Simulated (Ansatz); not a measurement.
Relaxed-ion elastic tensor of TiPt₃ (Cu3Au type, Pm-3m) in GPa (Voigt order), DFT-r²SCAN in the program Ansatz with PAW potentials; density 17.44 g/cm³, 15.07 Å³ per atom.

```
373  200  200  0.0  0.0  0.0
200  373  200  0.0  0.0  0.0
200  200  373  0.0  0.0  0.0
0.0  0.0  0.0  145  0.0  0.0
0.0  0.0  0.0  0.0  145  0.0
0.0  0.0  0.0  0.0  0.0  145
```

### Question
Is the crystal mechanically stable?

### Answer
Yes: the smallest eigenvalue of C is 145 GPa.

### Question
Work out the Voigt, Reuss and Hill averages.

### Answer
K_V = 258, K_R = 258, K_H = 258; G_V = 122, G_R = 114, G_H = 118 GPa.

### Question
Give Young's modulus, Poisson's ratio, Pugh's ratio and the universal anisotropy index.

### Answer
E = 9KG/(3K + G) = 307 GPa; ν = 0.30; K/G = 2.19 (ductile by the Pugh limit of 1.75); A_U = 5G_V/G_R + K_V/K_R − 6 = 0.33.

### Question
Estimate the sound speeds and the Debye temperature.

### Answer
v_l = √((K + 4G/3)/ρ) = 4880 m/s, v_t = √(G/ρ) = 2600 m/s, mean 2900 m/s; Θ = (h/k)(3n/4πV)^(1/3) v_m = 350 K.

### Question
Give the Zener ratio and Young's modulus along [100], [110] and [111].

### Answer
A = 2C44/(C11 − C12) = 1.67; 1/E = S11 − 2(S11 − S12 − S44/2)Γ with Γ = 0, 1/4, 1/3 gives 234, 321, 366 GPa.

Symmetry was held in the r²SCAN relaxation; of distortions, only those at the zone centre were tested. No spin polarisation was allowed. As this level gives no gap, shear constants depend on the k-mesh and smearing (Fermi–Dirac, 0.1 eV here). Scalar-relativistic: spin–orbit coupling is off unless named, which matters more the heavier the elements.

Potentials: the later of the program's two PAW sets.
